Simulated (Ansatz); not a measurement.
Relaxing a structure of SiAs

The relaxed structure here is a generated cell of SiAs: the first start was made by a random draw of sites in a space group, and the end was not matched to a known phase here, so it may be hypothetical.

The start is a randomly generated symmetric cell of SiAs (space group No. 47). The structure is fully relaxed (lattice and positions, P = 0) with PBE (plane waves to 420 eV, PAW, scalar-relativistic; Ansatz, a program for electronic structure). First-step values are on the input's coarse k-mesh.

Ansatz input (later rounds restart from its end on a renewed k-mesh):
Ansatz 0.2 input:
```yaml
crystal:
  lattice:
    - [3.6218847, 0, 0]
    - [0, 3.892165, 0]
    - [0, 0, 8.2219948]
  atoms:
    - { symbol: As, position: [0.5, 0, 0] }
    - { symbol: As, position: [0, 0.5, 0.5] }
    - { symbol: Si, position: [0, 0, 0.70188199] }
    - { symbol: Si, position: [0, 0, 0.29811801] }
basis: { ecutwfc: 420, ecutrho_ratio: 4, xc_grid: 2, fft_grid_basis: typed }
kpoints: { mp_grid: { grid: [6, 6, 3] } }
hamiltonian:
  xc: pbe
  dispersion: none
  pseudopotentials: { kind: paw }
scf: { occupations: { method: fermi_dirac, width: 0.05 } }
relax: { f_tol: 0.01, max_steps: 100, cell: { stress_tol: 0.02 } }
output: { forces: true, stress: true }
```

Q: How large is the pressure on the unrelaxed cell, and of which sign?

A: -8 GPa (negative: the cell is under tension).

Q: Does the structure survive the relaxation? Give the final space group.

A: The space group goes from Pmmm (No. 47) to P4₂/mmc (No. 131), with 4 atoms in the primitive cell.

Q: How much energy is released per atom?

A: 0.43 eV/atom.

Q: How does the volume per atom move from start to end?

A: -22.8 %, from 28.98 to 22.38 Å³/atom.

Q: How do the shortest distances between atoms change?

A: The closest pairs of elements (up to four, under 3.6 Å), start → end: As–Si 2.56 → 2.48 Å; Si–Si 3.32 → 3.38 Å.

Q: What band gap does the relaxed structure have at this level?

A: No gap (metallic).

Q: Write out the relaxed structure.

A: 
```cif
data_As2Si2
_chemical_formula_sum 'As2 Si2'
_space_group_name_H-M_alt 'P42/mmc'
_space_group_IT_number 131
_space_group_name_Hall '-P 4c 2'
_cell_length_a 3.64104
_cell_length_b 3.64104
_cell_length_c 6.75289
_cell_angle_alpha 90.000
_cell_angle_beta 90.000
_cell_angle_gamma 90.000
loop_
_atom_site_label
_atom_site_type_symbol
_atom_site_symmetry_multiplicity
_atom_site_Wyckoff_symbol
_atom_site_fract_x
_atom_site_fract_y
_atom_site_fract_z
_atom_site_occupancy
As1 As 2 d 0.50000 0.00000 0.00000 1
Si1 Si 2 e 0.00000 0.00000 0.25000 1
```

Final values are on a 13×13×7 k-mesh of the relaxed cell. No spin polarisation in the result.

The run could not lose the symmetry of its start, so the end can be a saddle point.
